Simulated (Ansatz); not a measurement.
EuAl4Si2Rh: what a change of kpoints.mp_grid.kspacing, scf.max_iter does

Level of theory: r2SCAN, collinear spin, scalar-relativistic; Ansatz, plane waves to 500 eV (PAW set soft_2), k-mesh 4×4×3 shifted by half a step. These are the settings of the reference run.

Cell:

```
cell
1.0
     4.1740   -4.1740    0.0000
     4.1740    4.1740    0.0000
     0.0000    0.0000    8.2186
Eu Al Si Rh
2 8 4 2
Direct
  0.5000 0.5000 0.5000
  0.0000 0.0000 0.5000
  0.7500 0.2500 0.1677
  0.2500 0.7500 0.1677
  0.2500 0.2500 0.1677
  0.7500 0.7500 0.1677
  0.7500 0.2500 0.8323
  0.2500 0.7500 0.8323
  0.7500 0.7500 0.8323
  0.2500 0.2500 0.8323
  0.0000 0.5000 0.3576
  0.5000 0.0000 0.3576
  0.0000 0.5000 0.6424
  0.5000 0.0000 0.6424
  0.0000 0.0000 0.0000
  0.5000 0.5000 0.0000
```

The reference run of this cell is solved again as a single point with these keys changed:

| key | reference run | changed run |
| --- | --- | --- |
| kpoints.mp_grid.kspacing | not typed | 0.3 |
| scf.max_iter | not typed | 60 |

Task: Does this change matter?

Result: It is refused before the calculation starts. Message: Error: invalid value for `kpoints.mp_grid.kspacing`: mutually exclusive with `grid` — set one or the other
